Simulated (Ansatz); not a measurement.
An Ansatz input and the part of its output that reports the observables at the nuclei.

The cell is a Materials Project structure (computed, not necessarily an observed phase), atoms as given.

```yaml
crystal:
  lattice:
    - [5.357426, 0.0, 0.0]
    - [-2.004056, 6.429561, 0.0]
    - [-0.136966, -3.16229, 6.387604]
  atoms:
    - { symbol: K, position: [0.0, 0.0, 0.0] }
    - { symbol: Mg, position: [0.5, 0.5, 0.5] }
    - { symbol: H, position: [0.0, 0.5, 0.0] }
    - { symbol: H, position: [0.798666, 0.795124, 0.398776] }
    - { symbol: H, position: [0.998997, 0.330084, 0.575915] }
    - { symbol: H, position: [0.636421, 0.259265, 0.131676] }
    - { symbol: H, position: [0.363579, 0.740735, 0.868324] }
    - { symbol: H, position: [0.001003, 0.669916, 0.424085] }
    - { symbol: H, position: [0.427286, 0.91437, 0.757665] }
    - { symbol: H, position: [0.201334, 0.204876, 0.601224] }
    - { symbol: H, position: [0.572714, 0.08563, 0.242335] }
    - { symbol: C, position: [0.36972, 0.695079, 0.202799] }
    - { symbol: C, position: [0.63028, 0.304921, 0.797201] }
    - { symbol: O, position: [0.799388, 0.333042, 0.953093] }
    - { symbol: O, position: [0.396638, 0.156094, 0.75443] }
    - { symbol: O, position: [0.603362, 0.843906, 0.24557] }
    - { symbol: O, position: [0.711656, 0.426682, 0.697402] }
    - { symbol: O, position: [0.859008, 0.728034, 0.486436] }
    - { symbol: O, position: [0.140992, 0.271966, 0.513564] }
    - { symbol: O, position: [0.536655, 0.220399, 0.235421] }
    - { symbol: O, position: [0.463345, 0.779601, 0.764579] }
    - { symbol: O, position: [0.200612, 0.666958, 0.046907] }
    - { symbol: O, position: [0.288344, 0.573318, 0.302598] }
kpoints:
  mp_grid: { grid: [5, 4, 4] }
scf:
  occupations: { method: fermi_dirac, width: 0.02 }
hamiltonian:
  xc: pbe
  pseudopotentials: { kind: paw }
output:
  forces: true
  stress: true
  populations: true
  efg:
    quadrupole_moments_barn: { K: 0.0603, Mg: 0.1994, H: 0.00285783, O: -0.02558 }
    contact_densities: true
```

```sh
ansatz run input.yaml --threads 1 --pin off --max-ram 2560MiB --backend cpu --events-out ev --progress --plain --runs-dir out
```

Of the output, the block on the nuclei alone is shown; the set-up, the SCF iterations, energies, forces and stress are cut. One atom of each set with nearly equal values is shown.

```
--- PAW observables at the nuclei: V_zz in 10²¹ V/m², potentials from the cell's mean, atoms counted from 1 ---
  atom   1  K  V_zz =    +1.504400   η = 0.8179   by run symmetry: allowed   C_q = +2.1935 MHz
            electrostatic potential = -2062.139968 V   contact ρ = 34766.303293 e/Å³
  atom   2  Mg V_zz =    +0.155673   η = 0.4106   by run symmetry: allowed   C_q = +0.7506 MHz
            electrostatic potential = -1098.137050 V   contact ρ = 7795.654868 e/Å³
  atom   3  H  V_zz =    -0.300645   η = 0.9610   by run symmetry: allowed   C_q = -0.0208 MHz
            electrostatic potential = -34.243172 V   contact ρ = 2.201984 e/Å³
  atom   4  H  V_zz =    +2.676677   η = 0.1407   by run symmetry: allowed   C_q = +0.1850 MHz
            electrostatic potential = -34.820199 V   contact ρ = 2.728663 e/Å³
  atom   5  H  V_zz =    +3.437925   η = 0.1168   by run symmetry: allowed   C_q = +0.2376 MHz
            electrostatic potential = -34.771969 V   contact ρ = 2.881897 e/Å³
  atom   6  H  V_zz =    +2.943951   η = 0.1422   by run symmetry: allowed   C_q = +0.2034 MHz
            electrostatic potential = -34.668028 V   contact ρ = 2.794584 e/Å³
  atom   9  H  V_zz =    +2.794710   η = 0.1467   by run symmetry: allowed   C_q = +0.1931 MHz
            electrostatic potential = -34.674576 V   contact ρ = 2.754653 e/Å³
  atom  12  C  V_zz =    +2.365342   η = 0.4136   by run symmetry: allowed
            electrostatic potential = -405.784887 V   contact ρ = 867.150634 e/Å³
  atom  14  O  V_zz =   +11.961602   η = 0.1033   by run symmetry: allowed   C_q = -7.3985 MHz
            electrostatic potential = -616.568267 V   contact ρ = 2156.324828 e/Å³
  atom  15  O  V_zz =   +11.338897   η = 0.9597   by run symmetry: allowed   C_q = -7.0134 MHz
            electrostatic potential = -617.161753 V   contact ρ = 2156.954510 e/Å³
  atom  17  O  V_zz =   +12.044948   η = 0.9616   by run symmetry: allowed   C_q = -7.4501 MHz
            electrostatic potential = -617.117251 V   contact ρ = 2156.176205 e/Å³
  atom  18  O  V_zz =   -12.834072   η = 0.8466   by run symmetry: allowed   C_q = +7.9382 MHz
            electrostatic potential = -616.536762 V   contact ρ = 2154.325052 e/Å³
  atom  20  O  V_zz =   -12.743652   η = 0.7961   by run symmetry: allowed   C_q = +7.8822 MHz
            electrostatic potential = -616.506137 V   contact ρ = 2154.028349 e/Å³
```

The run took 61 s of wall time (61 s of CPU time) and 0.76 GiB at its peak, on 1 thread of Arm Neoverse V1 (aarch64; 8 cores open to the job, memory cap 2.5 GiB, no GPU), a shared host with a load of 0.8 a core.

The largest force is 0.3 eV/Å, so the atoms aren't at the calculated equilibrium and relaxing them would move these values. The lattice is static: at room temperature water may turn and average the couplings of its hydrogen.
